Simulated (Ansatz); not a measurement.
Be:
```cif
data_Be2
_chemical_formula_sum 'Be2'
_space_group_name_H-M_alt 'P 1'
_space_group_IT_number 1
_cell_length_a 2.26179
_cell_length_b 2.26179
_cell_length_c 3.56925
_cell_angle_alpha 90.000
_cell_angle_beta 90.000
_cell_angle_gamma 120.000
loop_
_space_group_symop_operation_xyz
  'x, y, z'
loop_
_atom_site_label
_atom_site_type_symbol
_atom_site_fract_x
_atom_site_fract_y
_atom_site_fract_z
_atom_site_occupancy
Be1 Be 0.33333 0.66667 0.75000 1
Be2 Be 0.66667 0.33333 0.25000 1
```

Relaxed with r²SCAN.

### Question
Decompose the optical modes at the zone centre into irreducible representations, and say which are infrared and Raman allowed.

### Answer
Point group 6/mmm: Γ_opt = B1g + E2g. Infrared: none. Raman: E2g.

### Question
Assign frequencies (DFPT, r²SCAN in the plane-wave PAW code Ansatz).

### Answer
E2g 468, B1g 711 cm⁻¹.

Subscripts of B labels follow the axes of the standard setting.

Space group P6_3/mmc (hcp (Mg type)). Symmetry was held in the r²SCAN relaxation; phonons on a q-mesh show no instability. As this level gives no gap, phonon frequencies hold no LO–TO term and depend on the k-mesh and smearing (Fermi–Dirac, 0.1 eV here).

Potentials: the later of the program's two PAW sets.
